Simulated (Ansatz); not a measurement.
Total density of states per atom from plane-wave PAW PBEsol (Ansatz code), in 0.25 eV bins, energy from the valence-band maximum:

```
E (eV) | states/eV/atom
    -4.80 |  0.00
    -4.55 | ## 0.09
    -4.30 | ##### 0.23
    -4.05 | ######### 0.44
    -3.80 | ###################### 1.03
    -3.55 | ###################### 1.03
    -3.30 | ######### 0.44
    -3.05 | #### 0.19
    -2.80 | ####### 0.35
    -2.55 | ######### 0.42
    -2.30 | ########## 0.46
    -2.05 | ########## 0.49
    -1.80 | ########### 0.53
    -1.55 | ################ 0.76
    -1.30 | ########################## 1.21
    -1.05 | ############################ 1.32
    -0.80 | ############################## 1.43
    -0.55 | #################### 0.96
    -0.30 | ########## 0.49
    -0.05 | ### 0.14
     0.20 |  0.00
     0.45 |  0.00
     0.70 |  0.00
     0.95 |  0.00
     1.20 |  0.00
     1.45 |  0.00
     1.70 |  0.00
     1.95 |  0.00
     2.20 |  0.00
     2.45 |  0.00
     2.70 |  0.00
     2.95 |  0.00
     3.20 |  0.00
     3.45 |  0.00
     3.70 |  0.00
     3.95 |  0.00
     4.20 |  0.00
     4.45 |  0.00
     4.70 |  0.00
     4.95 |  0.01
     5.20 |  0.01
     5.45 |  0.02
     5.70 |  0.02
     5.95 | # 0.03
     6.20 | # 0.04
     6.45 | # 0.04
     6.70 | # 0.05
     6.95 | # 0.07
     7.20 | ## 0.08
     7.45 | ## 0.10
     7.70 | ### 0.15
     7.95 | ##### 0.22
     8.20 | ##### 0.23
     8.45 | ##### 0.23
     8.70 | ##### 0.24
     8.95 | ##### 0.25
     9.20 | ####### 0.32
     9.45 | ######### 0.41
```

**Question.** Which compound is it?
A. CdO, rock salt
B. MgTe, wurtzite
C. Mg2Sn, Cmcm (Mg on 8g, Sn on 4c)
D. MgO, rock salt

**Answer.** D, MgO, rock salt. Top 1 eV of the valence band: O 2p 98 %. Bottom 1 eV of the conduction band: Mg 3s 54 %, O 2s 35 %, O 2p 9 %. Projections are on Löwdin-orthogonalised atomic valence shells; empty p or d shells of many metals are not among them.

Space group Fm-3m (rock salt). The cell was relaxed with PBEsol under the symmetry of its start; phonons on a q-mesh show no instability. The volume moved by -16 % from the start of the relaxation.

Potentials: the later of the program's two PAW sets.
